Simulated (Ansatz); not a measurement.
**Computed energy against volume: Ti3O5 (space group C2/m)**

Ti$_{3}$O$_{5}$ (space group C2/m)

```xyz
16
Lattice="4.8148 -1.9241 0.0000 4.8148 1.9241 0.0000 -0.1793 0.0000 9.1785" Properties=species:S:1:pos:R:3 pbc="T T T"
Ti     8.9672     0.0000     5.8842
Ti     0.4831     0.0000     3.2943
Ti     8.1700     0.0000     8.7693
Ti     1.2803     0.0000     0.4092
Ti     2.0093     0.0000     6.7780
Ti     7.4409     0.0000     2.4005
O      5.5846     0.0000     3.1227
O      3.8657     0.0000     6.0558
O      6.4454     0.0000     0.4946
O      3.0049     0.0000     8.6839
O      8.3081     0.0000     4.0630
O      1.1422     0.0000     5.1155
O      2.3073     0.0000     2.2423
O      7.1430     0.0000     6.9362
O      0.2534     0.0000     7.7776
O      9.1969     0.0000     1.4009
```

Equation-of-state scan: isotropic scaling of the cell above, V₀ being its volume. The atoms relax within the cell's symmetry.

The numbers are results of PBEsol (plane waves to 420 eV, PAW, scalar-relativistic; Ansatz, a quantum-chemistry and plane-wave program), not measurements. k mesh 11×11×4 (Γ-centred), Fermi-Dirac smearing 0.05 eV. The energy includes the smearing's −TS. Compression counts positive. With the shape held, the modulus is that of even scaling; a crystal free to change shape is softer. Ti3O5 is run without spin polarisation and with no Hubbard U. Ti3O5 was relaxed with its symmetry unable to fall. The zero of ΔE is the relaxed starting cell.

```csv
V (Å³/cell),ΔE (eV/atom),P (GPa)
153.06,0.078,25.9
157.31,0.042,18.0
161.56,0.018,11.2
165.81,0.004,5.2
170.06,0.000,0.0
174.31,0.004,-4.5
178.56,0.015,-8.4
182.82,0.031,-11.7
187.07,0.053,-14.4
```

Summary:

Pressure at the smallest volume: 25.9 GPa
Energy cost of the largest compression: 78 meV/atom
Energy cost of the largest expansion: 53 meV/atom
Bulk modulus at fixed cell shape B₀ (third-order Birch-Murnaghan fit): 192 GPa
Pressure derivative B₀′ (fit): 4.8
Equilibrium volume of the fit: 10.63 Å³/atom
Pressure for 5 % compression (fit): 11.1 GPa

(A scan under strain: stresses follow from slopes of the energy per volume, elastic moduli from its curvatures.)
